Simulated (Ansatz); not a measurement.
SiRu:
```cif
data_Ru4Si4
_chemical_formula_sum 'Si4 Ru4'
_space_group_name_H-M_alt 'P213'
_space_group_IT_number 198
_space_group_name_Hall 'P 2ac 2ab 3'
_cell_length_a 4.68995
_cell_length_b 4.68995
_cell_length_c 4.68995
_cell_angle_alpha 90.000
_cell_angle_beta 90.000
_cell_angle_gamma 90.000
loop_
_atom_site_label
_atom_site_type_symbol
_atom_site_symmetry_multiplicity
_atom_site_Wyckoff_symbol
_atom_site_fract_x
_atom_site_fract_y
_atom_site_fract_z
_atom_site_occupancy
Si1 Si 4 a 0.83828 0.83828 0.83828 1
Ru1 Ru 4 a 0.13110 0.13110 0.13110 1
```

Relaxed with PBEsol. PBEsol in the plane-wave PAW code Ansatz gives a gap of 0.22 eV.

Q: What gap does HSE06 give on the same cell (Ansatz, PAW)?

A: 0.75 eV, 0.53 eV more. The hybrid was solved on a coarser mesh and at special points; its gap is the smallest among all of these.

| k | v1 PBEsol | c1 PBEsol | v1 HSE06 | c1 HSE06 |
|---|---|---|---|---|
| Γ | -0.29 | 1.07 | ? | ? |
| R | -1.07 | 0.70 | ? | ? |
| M | -0.84 | 1.06 | -1.21 | 1.62 |
| X | -0.13 | 0.31 | ? | ? |

Q: Top valence (v1) and lowest conduction level (c1) in eV from each method's valence maximum (which need not be a listed point): supply the withheld HSE06 values.

A: 
- X, v1 HSE06: -0.28
- X, c1 HSE06: 0.82
- Γ, v1 HSE06: -0.68
- Γ, c1 HSE06: 1.69
- R, v1 HSE06: -1.41
- R, c1 HSE06: 1.34

Cost on shared cores: the PBEsol run (SCF on a 6×6×6 mesh, then bands and DOS) about 70 core-seconds (a rough figure), the HSE06 run (SCF on 4×4×4, then a few points) very roughly 110 core-seconds; the tasks are unlike.

Space group P2_13. The cell was relaxed with PBEsol under the symmetry of its start. The run is not spin-polarised. Scalar-relativistic: spin–orbit coupling is off unless named, which matters more the heavier the elements.

Potentials: the earlier of the program's two PAW sets.
